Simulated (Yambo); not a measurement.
CsVN₂ (space group Fd-3m, No. 227), G0W0@PBEsol in Yambo; all else as in the reference (2×2×2 Γ-centred k mesh, bands 3 to 214 and a 7 Ry block in the screening, 214 bands in G with the Bruneval-Gonze terminator, plasmon pole fitted at 27.2 eV). One parameter is varied: the cutoff of the wavefunctions in Yambo, over 10, 20, 30, 50, 84 Ry.

Problem. From which value on does the gap L → Γ stay within 0.05 eV of the largest setting?

Solution. From 50 Ry on.
| cutoff of the wavefunctions in Yambo (Ry) | G0W0 gap (eV) | valence shift (eV) |
|---|---|---|
| 10 | 1.58 | 0.36 |
| 20 | 1.63 | 0.20 |
| 30 | 1.44 | 0.17 |
| 50 | 1.33 | 0.16 |
| 84 | 1.33 | 0.15 |
The last step of the sweep still moves the gap by 9 meV; the other settings are held fixed.

Geometry of the Materials Project entry, not relaxed at this level; primitive cell a = 5.900 Å, b = 5.900 Å, c = 5.900 Å, α = 60.00°, β = 60.00°, γ = 60.00°.

The structure is a Materials Project entry; no match was found in the copy of COD used, and its stability was not checked.

The runs are not spin-polarised; magnetic order was not tried.

A shift is the quasiparticle energy of the state minus its PBEsol energy.
